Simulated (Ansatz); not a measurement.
# MgScF3: settings compared (Ansatz)

The input file (Ansatz 0.2.0, plane waves):

```yaml
crystal:
  lattice:
    - [3.68371, 0.0, 0.0]
    - [0.0, 3.68371, 0.0]
    - [0.0, 0.0, 3.68371]
  atoms:
    - { symbol: Sc, position: [0.5, 0.5, 0.5] }
    - { symbol: Mg, position: [0.0, 0.0, 0.0] }
    - { symbol: F, position: [0.5, 0.0, 0.0] }
    - { symbol: F, position: [0.0, 0.5, 0.0] }
    - { symbol: F, position: [0.0, 0.0, 0.5] }
  symmetry: { tolerance: 0.0003 }
kpoints:
  mp_grid: { grid: [5, 5, 5], shift: [0, 0, 0] }
magnetization:
  spin_polarized: false
scf:
  occupations: { method: fermi_dirac }
hamiltonian:
  pseudopotentials: { kind: paw }
  xc: r2scan
basis:
  ecutwfc: 500
output:
  forces: true
  stress: true
  eigenvalues: true
relax:
  max_steps: 40
  cell: {}
```

Launch command:

```bash
ansatz run input.yaml --threads 1 --pin off --max-ram 2560MiB --backend cpu --events-out ev --progress --plain --runs-dir out
```

Origin of the cell: a known structure type with other elements, at an estimated volume, so it need not be a known compound.

The smearing width isn't typed, so it takes its default of 0.1 eV.

Output of this run (shortened):

```
SCF iter   1: F=—  HF=-6499.775638 eV  Δρ=1.43e-2  dr2=9.04e-2  dr2_τ=1.53e-1  defer=7
SCF iter   2: F=—  HF=-6499.955010 eV  Δρ=9.48e-3  dr2=4.26e-2  dr2_τ=1.43e-3  defer=12
SCF iter   3: F=—  HF=-6499.953090 eV  Δρ=3.49e-3  dr2=5.81e-3  dr2_τ=3.62e-4  defer=12
SCF iter   4: F=—  HF=-6499.952502 eV  Δρ=1.45e-3  dr2=1.65e-3  dr2_τ=6.84e-5  defer=12
SCF iter   5: F=—  HF=-6499.952474 eV  Δρ=5.58e-4  dr2=3.34e-4  dr2_τ=6.24e-6  defer=12
SCF iter   6: F=—  HF=-6499.952411 eV  Δρ=1.88e-4  dr2=1.98e-5  dr2_τ=1.04e-6  defer=12
SCF iter   7: F=—  HF=-6499.952407 eV  Δρ=6.18e-5  dr2=1.27e-6  dr2_τ=7.88e-8  defer=12
SCF iter   8: F=-6499.952408 eV  HF=-6499.952408 eV  Δρ=1.34e-5  dr2=8.97e-8  dr2_τ=5.15e-9
relax step   1: F+E_penalty+E_count = -6499.952408 eV  Δ(F+E_penalty+E_count) = +0.000e0 eV  max|allowed force component| = 0.0 eV/Å  Δτ_max = 0.0000 Å  P = +29.175 GPa  Ω = 49.987 Å³  (8 SCF […]
relax step   2: F+E_penalty+E_count = -6500.556607 eV  Δ(F+E_penalty+E_count) = -6.042e-1 eV  max|allowed force component| = 0.0 eV/Å  Δτ_max = 0.0000 Å  P = +15.736 GPa  Ω = 54.411 Å³  energ […]
relax step   3: F+E_penalty+E_count = -6500.902397 eV  Δ(F+E_penalty+E_count) = -3.458e-1 eV  max|allowed force component| = 0.0 eV/Å  Δτ_max = 0.0000 Å  P = +3.218 GPa  Ω = 60.688 Å³  energy […]
relax step   4: F+E_penalty+E_count = -6500.921445 eV  Δ(F+E_penalty+E_count) = -1.905e-2 eV  max|allowed force component| = 0.0 eV/Å  Δτ_max = 0.0000 Å  P = -0.550 GPa  Ω = 63.356 Å³  energy […]
relax step   5: F+E_penalty+E_count = -6500.922503 eV  Δ(F+E_penalty+E_count) = -1.058e-3 eV  max|allowed force component| = 0.0 eV/Å  Δτ_max = 0.0000 Å  P = -0.004 GPa  Ω = 62.937 Å³  energy […]
relax step   6: F+E_penalty+E_count = -6500.931383 eV  Δ(F+E_penalty+E_count) = -8.880e-3 eV  max|allowed force component| = 0.0 eV/Å  Δτ_max = 0.0000 Å  P = +0.062 GPa  Ω = 62.937 Å³  stress off target by 6.25e-2 GPa […]
relax step   7: F+E_penalty+E_count = -6500.931354 eV  Δ(F+E_penalty+E_count) = +2.946e-5 eV  max|allowed force component| = 0.0 eV/Å  Δτ_max = 0.0000 Å  P = +0.004 GPa  Ω = 62.984 Å³  energy […]
relax step   8: F+E_penalty+E_count = -6500.931389 eV  Δ(F+E_penalty+E_count) = -3.503e-5 eV  max|allowed force component| = 0.0 eV/Å  Δτ_max = 0.0000 Å  P = +0.003 GPa  Ω = 62.984 Å³  stress off target by 3.47e-3 GPa […]
SCF 8 converged in 5 iterations: F = -6500.931389 eV  dr2 = 3.95e-12
basis re-selected at this cell: Δ(F+E_penalty+E_count) = -3.503e-5 eV, ΔP = -0.000 GPa vs the last step (what re-selecting the basis moved, of the pressure what is left beyond the Pulay corre […]
SCF converged after 5 iterations
Free energy (F): -6500.931389 eV
Harris-Foulkes:  -6500.931389 eV  (|F-HF|=1.82e-12)
Internal energy: -6500.794090 eV  (E = F + TS)
E sigma→0 (E₀):  -6500.862739 eV
Entropy (-TS):   -0.137299 eV (-27.460 meV/atom)
Fermi energy:    10.959211 eV
--- Per-component energies (eV) ---
  E_band       = -617.822238
  E_kinetic    = 966.759831
  E_local      = -3988.208369  (includes V_loc(G=0)·N_el)
  E_nonlocal   = 401.096585
  E_hartree    = 1436.429163
  E_xc         = -366.831319
  E_vxc        = -532.562015  (∫ρ·V_xc dr)
  E_paw        = -1871.166346  (= ΣΔE_a)
  E_vpaw       = -375.788998  (= ΣTr[D̂ρ^β])
  E_aug_tail   = 0.003293  (compensation charges beyond the density's cutoff)
  E_vtau       = 38.019109  (kinetic-family band-sum trace: ∫τ·v_τ [+ j·A + Jᵃ·Aᵃ] dr)
  E_ewald      = -3078.518054
  E_core_change = -0.358875  (= ΣΔE_core)
  E_smearing   = -0.137299  (= −TS)
  Σ components = -6500.931389   (vs F -6500.931389, Δ=0.00e0)
--- Forces (eV/Å), atoms counted from 1 ---
  atom   1  Sc    -0.000000    -0.000000    -0.000000
  atom   2  Mg    -0.000000     0.000000     0.000000
  atom   3  F      0.000000     0.000000     0.000000
  atom   4  F     -0.000000    -0.000000     0.000000
  atom   5  F      0.000000    -0.000000    -0.000000
  max |Σ_I F_I| component: 0.0 eV/Å
--- Stress (GPa, compression-positive) ---
        0.003467       0.000000      -0.000000
        0.000000       0.003467      -0.000000
       -0.000000      -0.000000       0.003467
  P = ⅓ Tr σ = 0.0035 GPa (0.035 kbar)
--- Relaxed structure (6 steps of the walk, 6 accepted, 2 SCFs on fresh bases) ---
  F+E_penalty+E_count = -6500.931389 eV   max|allowed force component| = 0.0 eV/Å   (the final SCF, on the basis selected at the relaxed cell)
  cell:  # Å, volume = 62.9838 Å³
    - [3.978716, 0.0, 0.0]
    - [0.0, 3.978716, 0.0]
    - [0.0, 0.0, 3.978716]
  atoms:
    - { symbol: Sc, position: [0.5, 0.5, 0.5] }
    - { symbol: Mg, position: [0.0, 0.0, 0.0] }
    - { symbol: F, position: [0.5, 0.0, 0.0] }
    - { symbol: F, position: [0.0, 0.5, 0.0] }
    - { symbol: F, position: [0.0, 0.0, 0.5] }
```

The same input was run again with these changes:

1. `hamiltonian.hubbard` default → { sites: [{ species: Sc, l: d, u_eff: 1.0 }], double_counting: fll }; `scf.occupations.method` fermi_dirac → tetrahedron
2. `hamiltonian.hubbard` default → { sites: [{ species: Sc, l: d, u_eff: 3.0 }], double_counting: fll }; `basis.ecutrho_ratio` default → 8; `scf.lower_state_search` default → standard
3. `scf.mixing.algorithm` default → msr1; `scf.mixing.beta` default → 0.9; `scf.mixing.ndim` default → 8
4. `magnetization` { spin_polarized: false } → { spin_polarized: true } (starts: random); `scf.occupations.width` default → 0.3; `basis.xc_grid` default → 4; typed moments: Sc1 -1, Mg2 -2, F3 -4, F4 1, F5 -4

```json
{"run": "base", "end": "converged", "SCF iterations": "52", "volume (Å³/atom)": "12.60", "max force component (eV/Å)": "0.000", "moment (μB)": "–", "ΔE(σ→0) (meV/atom)": "0"}
{"run": "1", "end": "converged", "SCF iterations": "74", "volume (Å³/atom)": "12.70", "max force component (eV/Å)": "0.000", "moment (μB)": "–", "ΔE(σ→0) (meV/atom)": "–"}
{"run": "2", "end": "converged", "SCF iterations": "68", "volume (Å³/atom)": "12.86", "max force component (eV/Å)": "0.000", "moment (μB)": "–", "ΔE(σ→0) (meV/atom)": "–"}
{"run": "3", "end": "converged", "SCF iterations": "52", "volume (Å³/atom)": "12.60", "max force component (eV/Å)": "0.000", "moment (μB)": "–", "ΔE(σ→0) (meV/atom)": "0.00"}
{"run": "4", "end": "converged", "SCF iterations": "91", "volume (Å³/atom)": "12.74", "max force component (eV/Å)": "0.000", "moment (μB)": "1.68", "ΔE(σ→0) (meV/atom)": "-105.95"}
```

Energies are compared only where functional, datasets, charge and starting cell are the same.

Not properties of the system: run 4 (too coarse or loose: `scf.occupations.width` = 0.3).

Caveats of the base run: no spin, though holes on the anions or broken bonds may carry moments; the k mesh is coarse if the cell is a metal; the relaxation held the start's symmetry, so the end may be a saddle point.

Run 1: forces and stress under tetrahedra may miss the slope of the energy.
Run 2: the end state was compared with a single point and may differ.
Run 4: one start, so the magnetic state may not be the lowest; typed moments were cut to what the open shells hold; wide smearing.

The base run ran for 27 s on 1 thread of Intel(R) Xeon(R) Platinum 8375C CPU @ 2.90GHz (Ice Lake) (shared host), peak memory 0.5 GiB, from the program's own first density.
